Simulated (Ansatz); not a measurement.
CaCl2:
Space group P4₂/mnm (No. 136); a = b = 6.404 Å, c = 4.166 Å, α = β = γ = 90.00°

```tsv
atom	site	symmetry	x	y	z
Ca	2a	m.mm	0.0000	0.0000	0.0000
Cl	4f	m.2m	0.3030	0.3030	0.0000
```

Relaxed with r²SCAN. The program Ansatz at the r²SCAN level (PAW) gives a gap of 5.92 eV.

Question: What gap does HSE06 give on the same cell (Ansatz, PAW)?

Answer: 6.90 eV, 0.98 eV more. The hybrid was solved on a coarser mesh and at special points; the gap given is the minimum over both.

```csv
k,v1 r²SCAN,c1 r²SCAN,v1 HSE06,c1 HSE06
Γ,0.00,5.92,0.00,6.90
Z,-0.67,6.95,(withheld),(withheld)
M,-0.65,6.22,(withheld),(withheld)
A,-0.37,6.80,(withheld),(withheld)
R,-0.52,6.26,-0.54,7.32
X,-0.32,6.35,(withheld),(withheld)
```

Question: Top valence (v1) and lowest conduction level (c1) in eV from each method's valence maximum (which need not be a listed point): supply the withheld HSE06 values.

Answer: 
- X, v1 HSE06: -0.33
- X, c1 HSE06: 7.40
- Z, v1 HSE06: -0.70
- Z, c1 HSE06: 8.09
- A, v1 HSE06: -0.37
- A, c1 HSE06: 7.91
- M, v1 HSE06: -0.65
- M, c1 HSE06: 7.30

Cost on shared cores: the r²SCAN run (SCF on a 5×5×7 mesh, then bands and DOS) about 80 core-seconds (a rough figure), the HSE06 run (SCF on 3×3×4, then a few points) roughly 4 core-minutes; the tasks are unlike.

Space group P4_2/mnm (rutile). The workflow started from a Materials Project entry (that database holds measured and hypothetical structures alike); the Crystallography Open Database copy checked does not list it. COD files the formula under space group No. 58. Its standing as an ambient phase is unchecked. The cell was relaxed with r²SCAN under the symmetry of its start; whether a distortion lowers the energy is not shown.

Potentials: the later of the program's two PAW sets.
